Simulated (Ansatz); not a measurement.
ZnO:
Space group P6₃mc (No. 186); a = b = 3.2794 Å, c = 5.2937 Å, α = β = 90.00°, γ = 120.00°

```csv
atom,site,symmetry,x,y,z
Zn,2b,3m.,0.6667,0.3333,0.0021
O,2b,3m.,0.3333,0.6667,0.1231
```

Relaxed with PBE.

Task: Which orbitals make up the states near the band edges in the program Ansatz at the PBE level (PAW)?

Result: Top 1 eV of the valence band: O 2p 75 %, Zn 3d 23 %. Bottom 1 eV of the conduction band: Zn 4s 55 %, O 2p 21 %, O 2s 20 %. Projections are on Löwdin-orthogonalised atomic valence shells; empty p or d shells of many metals are not among them.

Task: Tabulate the density of states.

Result: States/eV per cell of 4 atoms, in 0.25 eV bins, energy from the valence-band maximum.

```
E (eV)  total  Zn 3d  O 2p  Zn 4s
------  -----  -----  ----  -----
-6.10    0.00   0.00  0.00   0.00
-5.85    6.56   3.51  2.39   0.61
-5.60    8.71   5.14  2.99   0.54
-5.35   13.78   9.95  3.58   0.21
-5.10   11.90   8.45  3.20   0.18
-4.85    6.80   5.03  1.57   0.17
-4.60    3.05   2.97  0.06   0.02
-4.35   21.28  21.08  0.12   0.04
-4.10    7.99   7.44  0.30   0.11
-3.85    1.82   1.11  0.52   0.15
-3.60    4.05   2.32  1.28   0.37
-3.35    3.38   1.72  1.25   0.27
-3.10    2.34   1.12  0.94   0.16
-2.85    1.90   0.80  0.87   0.12
-2.60    2.17   0.79  1.15   0.12
-2.35    2.62   0.85  1.52   0.11
-2.10    3.32   0.94  2.13   0.10
-1.85    3.31   0.86  2.22   0.08
-1.60    3.37   0.83  2.34   0.06
-1.35    4.23   1.00  3.03   0.05
-1.10    5.86   1.34  4.32   0.04
-0.85    4.43   1.01  3.30   0.02
-0.60    2.78   0.63  2.08   0.01
-0.35    1.72   0.39  1.30   0.00
-0.10    0.62   0.14  0.47   0.00
0.15     0.00   0.00  0.00   0.00
0.40     0.00   0.00  0.00   0.00
0.65     0.00   0.00  0.00   0.00
0.90     0.00   0.00  0.00   0.00
1.15     0.02   0.00  0.00   0.01
1.40     0.04   0.00  0.01   0.02
1.65     0.06   0.00  0.01   0.03
1.90     0.09   0.00  0.02   0.05
2.15     0.12   0.00  0.03   0.06
2.40     0.15   0.00  0.04   0.08
2.65     0.18   0.00  0.05   0.10
2.90     0.22   0.00  0.06   0.12
3.15     0.27   0.00  0.07   0.15
3.40     0.31   0.00  0.08   0.18
3.65     0.36   0.00  0.09   0.21
3.90     0.42   0.00  0.10   0.25
4.15     0.48   0.00  0.11   0.28
4.40     0.56   0.00  0.12   0.33
4.65     0.64   0.00  0.13   0.38
4.90     0.76   0.00  0.14   0.44
5.15     0.93   0.00  0.16   0.52
5.40     1.21   0.00  0.18   0.64
```

Space group P6_3mc (wurtzite). Symmetry was held in the PBE relaxation; phonons on a q-mesh show no instability.

Potentials: the later of the program's two PAW sets.
